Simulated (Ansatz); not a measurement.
Clean, relaxed (110) surface of Ta, space group Fm-3m (No. 225) (top face towards +c; atoms held fixed, by place in the list: 1, 2, 3):

```
Ta
1.0
     2.95259    0.00000    0.00000
     0.00000    4.17559    0.00000
     0.00000    0.00000   24.38147
Ta
6
Direct
  0.50000 0.50000 0.34863
  0.00000 0.00000 0.40918
  0.50000 0.50000 0.46973
  0.00000 0.00000 0.52964
  0.50000 0.50000 0.59447
  0.00000 0.00000 0.64452
```

The calculation used DFT PBEsol, scalar-relativistic, plane waves, PAW (Ansatz 0.2.0). Plane waves to 420 eV, a k mesh through Γ of 10×7×1 on the computed 6-atom cell and Gaussian smearing (0.10 eV); no spin polarisation. A dipole correction removes the field between periodic images along c.

E_ads counts from the clean slab and the free adsorbate (spin-polarised where it has unpaired electrons); negative means bound. With the adsorbate the cell is lengthened along c to keep the vacuum.

(1) O (atom) is put on the top face (one adsorbate per 12.3 Å²) at each of these sites and relaxed. Order them from strongest to weakest binding.
A. hollow (over Ta) at (0.50, 0.50)
B. bridge (Ta-Ta) at (0.00, 0.50)
C. top (Ta) at (0.00, 0.00)

Each end is the local minimum or symmetric point that its start leads to. This isn't the usual crystal structure of Ta. The slab is only 7.4 Å thick, so the energies aren't converged with thickness.

The adsorbed runs have no spin polarisation, so weakly bound open-shell ends lie too high.

## Answers

(1) B (-8.67 eV), A (-6.72 eV), C (-6.39 eV).